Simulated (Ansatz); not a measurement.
An elastic tensor (GPa, Voigt order, standard axes) from DFT-LDA in the program Ansatz with PAW potentials:

```
 261  63.0  63.0   0.0   0.0   0.0
63.0   261  63.0   0.0   0.0   0.0
63.0  63.0   261   0.0   0.0   0.0
 0.0   0.0   0.0  80.1   0.0   0.0
 0.0   0.0   0.0   0.0  80.1   0.0
 0.0   0.0   0.0   0.0   0.0  80.1
```

Problem. Which of these materials gives this?
A) CdTe, rock salt
B) CaO, rock salt
C) LaLuO3, cubic perovskite
D) PbS, rock salt

Solution. B, CaO, rock salt

Space group Fm-3m (rock salt). Symmetry was held in the LDA relaxation.

Potentials: the earlier of the program's two PAW sets. The files were generated under PBE; for other functionals the program regenerates the frozen cores, and for LDA and PBEsol the local potential too.
